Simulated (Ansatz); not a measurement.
Values for one crystal, relaxed and computed with r²SCAN in the plane-wave PAW code Ansatz; other levels are named.

| Quantity | Value |
|---|---|
| Volume per atom | 22.46 Å³ |
| Electronic character | metallic (no gap) |
| Formation energy from the elements (no fitted shifts) | 1.25 eV/atom |
| Elastic constants (relaxed ions, GPa) | C11 = 160, C12 = 65.9, C44 = -83.2 |
| Bulk modulus (Birch–Murnaghan fit) | 94.9 GPa |
| Mechanical stability | unstable (C has a negative eigenvalue) |
| Pressure derivative B′ | 3.5 |

Which of these materials gives this?
A. TaCo, CsCl type
B. ZrFe2, cubic Laves (MgCu2 type)
C. Zr6Al2Fe, P-62m (Zr on 3g, Al on 2d, Fe on 1a, Zr on 3f)
D. ZrTa, rock salt

D, ZrTa, rock salt

Space group Fm-3m (rock salt). The start of the workflow was typed in or built on a structure type; neither database checked (COD, Materials Project) lists it. Whether it is the stable phase at ambient conditions was not checked. The cell was relaxed with r²SCAN under the symmetry of its start. The run is not spin-polarised. Its formation energy is positive at this level, so the cell may be metastable or incomplete. As this level gives no gap, shear constants depend on the k-mesh and smearing (Fermi–Dirac, 0.1 eV here). The references are the lowest solids computed at this level, not always the standard phases. Scalar-relativistic: spin–orbit coupling is off unless named, which matters more the heavier the elements.

Potentials: the later of the program's two PAW sets.
